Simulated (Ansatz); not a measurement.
Relaxed candidate structures of WSe2:

A. P-62m (No. 189), hP9; a = 7.338 Å, b = 7.338 Å, c = 3.248 Å, α = 90.00°, β = 90.00°, γ = 120.00°; Se 3f (0.278, 0.278, 0.000); Se 3g (0.610, 0.610, 0.500); W 1b (0.000, 0.000, 0.500); W 2c (0.333, 0.667, 0.000); non-magnetic

B. P6₃/mmc (No. 194), hP6, AFLOW prototype AB2_hP6_194_c_f (C7, as in MoS2); a = 3.271 Å, b = 3.271 Å, c = 13.222 Å, α = 90.00°, β = 90.00°, γ = 120.00°; W 2c (0.333, 0.667, 0.250); Se 4f (0.667, 0.333, 0.123); non-magnetic

C. Fddd, origin choice 1 (No. 70), oF24, AFLOW prototype A2B_oF24_70_e_a (C54, as in TiSi2); a = 4.7935 Å, b = 8.1715 Å, c = 10.3561 Å, α = β = γ = 90.00°; Se 16f (0.000, 0.326, 0.000); W 8a (0.000, 0.000, 0.000); non-magnetic

**Question.** Rank these by energy per atom (lowest first), as PBEsol (plane waves to 420 eV, PAW, scalar-relativistic; Ansatz, a first-principles code) gives it.

**Answer.** B (reference, the lowest among the structures calculated here), A (+0.79 eV/atom), C (+1.14 eV/atom)

**Question.** Give each candidate's band gap.

**Answer.** No gap: A, C. B: 1.02 eV (no spin-orbit coupling).

 2 generated cells of layers, chains or molecules, poorly bound without dispersion, are left out. Each run could gain symmetry but not lose that of its start, so entries can be saddle points. From databases, or of a type measured for this composition: P6₃/mmc, hP6, AFLOW prototype AB2_hP6_194_c_f (C7, as in MoS2), non-magnetic; the others are generated cells (placed on structure types, drawn at random, substituted or restacked) that were not matched to a known phase here. Each structure is listed in the lowest spin state found for it. Static energies at zero pressure. Each cell has its own k-point mesh; energy differences are given only to the digits this allows. No spin polarisation in the result. A magnetic state may lie lower. Without a van der Waals term the distances between weakly bound units are poorly fixed. Spin-orbit coupling is missing; with elements this heavy it can move band edges by tenths of an eV or more.
